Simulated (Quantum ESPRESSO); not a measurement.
pw.x input (Quantum ESPRESSO 7.5; LDA, PseudoDojo standard norm-conserving files, scalar-relativistic):

```
&CONTROL
  calculation = 'scf'
  pseudo_dir = './pseudo'
  outdir = './out'
  tprnfor = .true.
  tstress = .true.
/
&SYSTEM
  ibrav = 0
  nat = 12
  ntyp = 2
  ecutwfc = 96.0
  ecutrho = 384.0
  occupations = 'smearing'
  smearing = 'fd'
  degauss = 0.002
  nbnd = 64
/
&ELECTRONS
  conv_thr = 1.2e-09
/
ATOMIC_SPECIES
P 30.9738 P.upf
Co 58.9332 Co.upf
CELL_PARAMETERS angstrom
  5.514390000000   0.000000000000   0.000000000000
  0.000000000000   5.519600000000   0.000000000000
 -2.299659000000   0.000000000000   5.086954000000
ATOMIC_POSITIONS crystal
P   0.157980000000   0.873770000000   0.867630000000
P   0.842020000000   0.126230000000   0.132370000000
P   0.842020000000   0.373770000000   0.632370000000
P   0.157980000000   0.626230000000   0.367630000000
P   0.339370000000   0.372630000000   0.181770000000
P   0.660630000000   0.627370000000   0.818230000000
P   0.660630000000   0.872630000000   0.318230000000
P   0.339370000000   0.127370000000   0.681770000000
Co   0.271790000000   0.498120000000   0.787810000000
Co   0.728210000000   0.501880000000   0.212190000000
Co   0.728210000000   0.998120000000   0.712190000000
Co   0.271790000000   0.001880000000   0.287810000000
K_POINTS automatic
6 6 6 0 0 0
```

End of the output:

```

[...]
     the Fermi energy is    13.1265 ev
!    total energy              =   -1334.56133942 Ry
     estimated scf accuracy    <          1.1E-09 Ry
     smearing contrib. (-TS)   =      -0.00000026 Ry
     internal energy E=F+TS    =   -1334.56133915 Ry
     The total energy is F=E-TS. E is the sum of the following terms:
     one-electron contribution =    -815.85486622 Ry
     hartree contribution      =     469.67589990 Ry
     xc contribution           =    -256.05161517 Ry
     ewald contribution        =    -732.33075765 Ry
     convergence has been achieved in  11 iterations
     Forces acting on atoms (cartesian axes, Ry/au):
     atom    1 type  1   force =    -0.00829735   -0.00742492    0.00438220
     atom    2 type  1   force =     0.00829735    0.00742492   -0.00438220
     atom    3 type  1   force =     0.00829735   -0.00742492   -0.00438220
     atom    4 type  1   force =    -0.00829735    0.00742492    0.00438220
     atom    5 type  1   force =     0.00687701   -0.00870510   -0.00478805
     atom    6 type  1   force =    -0.00687701    0.00870510    0.00478805
     atom    7 type  1   force =    -0.00687701   -0.00870510    0.00478805
     atom    8 type  1   force =     0.00687701    0.00870510   -0.00478805
     atom    9 type  2   force =     0.00272452    0.00087930    0.00267829
     atom   10 type  2   force =    -0.00272452   -0.00087930   -0.00267829
     atom   11 type  2   force =    -0.00272452    0.00087930   -0.00267829
     atom   12 type  2   force =     0.00272452   -0.00087930    0.00267829
     Total force =     0.034902     Total SCF correction =     0.000034
     Computing stress (Cartesian axis) and pressure
          total   stress  (Ry/bohr**3)                   (kbar)     P=      -73.07
  -0.00048015   0.00000000  -0.00002008          -70.63        0.00       -2.95
   0.00000000  -0.00052758   0.00000000            0.00      -77.61        0.00
  -0.00002008   0.00000000  -0.00048251           -2.95        0.00      -70.98
```
In a gapped system the printed Fermi energy is only some level inside the gap.

Geometry of the Materials Project entry, not relaxed at this level.

The runs are not spin-polarised; magnetic order was not tried.
